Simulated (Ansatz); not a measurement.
BaZrO3 (cubic perovskite, space group No. 221) at seven volumes, LDA in the plane-wave PAW code Ansatz, scaled uniformly. One row is withheld.

```tsv
V (Å³/atom)	P (GPa)
12.983	20.35
13.411	12.43
13.839	?
14.267	-0.01
14.695	-4.86
15.123	-8.98
15.552	-12.49
```

Question: Fit the shown pressures and predict the withheld one.

Answer: P = (3/2)B₀(x^(7/2) − x^(5/2))[1 + (3/4)(B′ − 4)(x − 1)] with x = (V₀/V)^(2/3). Least squares on the six rows gives V₀ = 14.266 Å³/atom, B₀ = 175 GPa, B′ = 4.43. At V = 13.839, x = 1.0205 and P = 5.69 GPa. The run itself gave 5.71 GPa.

Space group Pm-3m (cubic perovskite). The cell was relaxed with LDA under the symmetry of its start. At this level the phase is dynamically unstable (imaginary phonons). No spin polarisation was allowed. Scalar-relativistic: spin–orbit coupling is off unless named, which matters more the heavier the elements.

Potentials: the later of the program's two PAW sets.
